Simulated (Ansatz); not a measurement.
A generated cell, not matched to a known phase here, of LuF: F-43m (No. 216), cF8, zinc blende type; a = 5.330 Å, b = 5.330 Å, c = 5.330 Å, α = 90.00°, β = 90.00°, γ = 90.00°; F 4c (0.250, 0.250, 0.250); Lu 4a (0.000, 0.000, 0.000). The numbers are results of PBEsol (plane waves to 420 eV, PAW, scalar-relativistic; Ansatz, a quantum-chemistry and plane-wave program), not measurements. Element references, the lowest calculated here: Lu (P6₃/mmc, non-magnetic), F (R-3m, a generated molecular cell); gases are represented by their molecular solids.

Total energies (eV/atom, σ → 0; comparable only within this code, potentials and settings):

| phase | E (eV/atom) |
|---|---|
| LuF (F-43m) | -7706.726 |
| Lu (P6₃/mmc) | -14611.484 |
| F (R-3m) | -797.657 |

### Question
What is the formation energy of this F-43m form of LuF from the elements?

### Answer
E_f = -7706.726 − [1 × (-14611.484) + 1 × (-797.657)] / 2 = -2.15 eV/atom (-4.3 eV per formula unit).

A lower structure of this composition may exist, and whether it forms at all is not checked here.

Static energies, no anion corrections, no zero-point energy. Values are rounded to 0.01 eV/atom. Not shown to be the ambient phase of their composition (a lower form may be missing, and a cell relaxed within its start's symmetry can be a saddle point): LuF (F-43m). The compounds carry no spin polarisation. The d or f electrons are treated with no Hubbard U.
